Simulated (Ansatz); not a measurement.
TaC (rock salt, Fm-3m) under volume change, PBEsol in the plane-wave PAW code Ansatz, scaled uniformly.

| V (Å³/atom) | E − E(relaxed) (meV/atom) | P (GPa) |
|---|---|---|
| 9.954 | 112.0 | 39.55 |
| 10.282 | 47.1 | 24.26 |
| 10.610 | ___ | ___ |
| 10.938 | 0.0 | 0.00 |
| 11.266 | ___ | ___ |
| 11.595 | 38.3 | -17.77 |
| 11.923 | 82.0 | -24.78 |

### Question
Some entries are withheld; supply them.

### Answer

- 11.266, E − E(relaxed) (meV/atom): 10.1
- 11.266, P (GPa): -9.58
- 10.610, E − E(relaxed) (meV/atom): 11.1
- 10.610, P (GPa): 11.18

### Question
What does a third-order Birch–Murnaghan fit give for V₀, B₀ and B′?

### Answer
V₀ = 10.94 Å³/atom, B₀ = 344 GPa, B′ = 4.2.

The PBEsol relaxation kept the symmetry of its start. No spin polarisation was allowed. Spin–orbit coupling is left out wherever it is not named.

Potentials: the later of the program's two PAW sets.
